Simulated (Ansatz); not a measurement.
All numbers below come from DFT PBE, scalar-relativistic, plane waves, PAW (Ansatz 0.2.0). All cells share a 420 eV cutoff and Γ-centred k meshes spaced about 0.3 Å⁻¹ or finer (0.25 for metals, 2π included). No spin polarisation.

This relaxed B3C2 cell comes from a structure search over trial cells.

```
CELL_PARAMETERS angstrom
1.36961 0.79075 7.22129
-1.36961 0.79075 7.22129
0.00000 -1.58149 7.22129
ATOMIC_POSITIONS crystal
B 0.40544 0.40544 0.40544
B 0.59456 0.59456 0.59456
B 0.00000 0.00000 0.00000
C 0.92974 0.92974 0.92974
C 0.07026 0.07026 0.07026
```

Question: Does it survive phonon and random-displacement tests?

Answer: It is locally stable on this q mesh, but a lower structure lies near. The phonons at Γ show no imaginary mode. (Phonon run: 12×12×12 k mesh, Gaussian smearing of 0.10 eV.) With atoms moved at random and symmetry off, it falls by 18 meV/atom into P-1 (No. 2). Conventional cell: a = 2.729 Å, b = 4.755 Å, c = 7.487 Å, α = 84.4°, β = 80.1°, γ = 90.0°. B on its first site has 3 C at 1.59–1.64 Å, 1 B at 1.94 Å and 2 B at 2.08 Å; around B on its second site lie 3 C at 1.56–1.57 Å; B on its third site has 2 C at 1.56–1.57 Å, 1 B at 1.94 Å and 4 B at 2.08–2.12 Å; around C on its first site lie 4 B at 1.57–1.59 Å; 1 more site not described.

```
B C
1.0
     2.72850    0.00000    0.00000
     0.00004    4.75485    0.00000
    -1.28507   -0.73553    7.33901
B C
6 4
Direct
  0.65228 0.04521 0.29251
  0.14794 0.54336 0.28330
  0.34772 0.95479 0.70749
  0.85206 0.45664 0.71670
  0.75091 0.83025 0.50206
  0.24909 0.16975 0.49794
  0.84857 0.78469 0.70930
  0.34434 0.29833 0.70031
  0.15143 0.21531 0.29070
  0.65566 0.70167 0.29969
```

Weakly bound directions are ill-defined at this level, which has no dispersion term. An odd number of electrons in the primitive cell allows no gap without spin; a larger cell or a magnetic state could open one. Phonons of metals hang on the k mesh and the smearing.
